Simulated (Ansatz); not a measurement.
Here is an unrelaxed guess for Be₄TeAs₂.

```xyz
7
Lattice="4.1917 0.0000 0.0000 -2.0959 3.6301 0.0000 0.0000 0.0000 4.8222" Properties=species:S:1:pos:R:3 pbc="T T T"
Be    0.0000    2.4201    1.9562
Be    2.0959    1.2100    1.9562
Be    2.0959    1.2100    2.8661
Be    0.0000    2.4201    2.8661
Te    0.0000    0.0000    2.4111
As    0.0000    2.4201    0.0000
As    2.0959    1.2100    0.0000
```

Computed with DFT PBE, scalar-relativistic, plane waves, PAW (Ansatz). Settings: cutoff 420 eV, Γ-centred mesh 6×6×4 on the computed 7-atom cell, Gaussian smearing of 0.10 eV; no spin polarisation.

Formation energies are uncorrected and refer to the elements' standard structures at the same level.

Q: Estimate its pressure, forces and energy as it stands.

A: The pressure is 108.1 GPa (the mean over three directions, positive in compression), the largest force is 41.87 eV/Å, and the energy is +5.70 eV/atom against the elements. The shortest distance is 0.91 Å, so close that the PAW spheres overlap strongly and these values are rough.

Q: Is it a good guess?

A: A poor one: relaxing gains about 5.1 eV/atom (the start's value is from the coarse mesh, so the gain is rough) in 21 ionic steps and ends at +0.60 eV/atom on the finer mesh. The symmetry stays P6/mmm (No. 191). The volume per atom grows by 67.3 %, from 10.5 to 17.5 Å³. The shortest distance goes from 0.91 Å (Be–Be) to 2.06 Å (Be–Be). The ratio c/a of the conventional cell changes by a factor of 1.23. Conventional cell: a = 4.647 Å, c = 6.564 Å. Be has 1 Be at 2.06 Å, 1 As at 2.25 Å, 3 Be at 2.68 Å and 3 Te at 2.87 Å; around Te lie 12 Be at 2.87 Å; As has 2 Be at 2.25 Å and 3 As at 2.68 Å.

The last run used a 9×9×6 mesh (in the run's order of axes) for its 7-atom cell and Gaussian smearing of 0.10 eV. These runs have no spin–orbit coupling, which can matter for Te. The reference forms of As and Te are held partly by dispersion forces, which this level lacks. The relaxation can't lower the symmetry of the start, and the grade says only how near the guess is to its own end. Symmetry constrained the relaxation, so the result can be a saddle point.
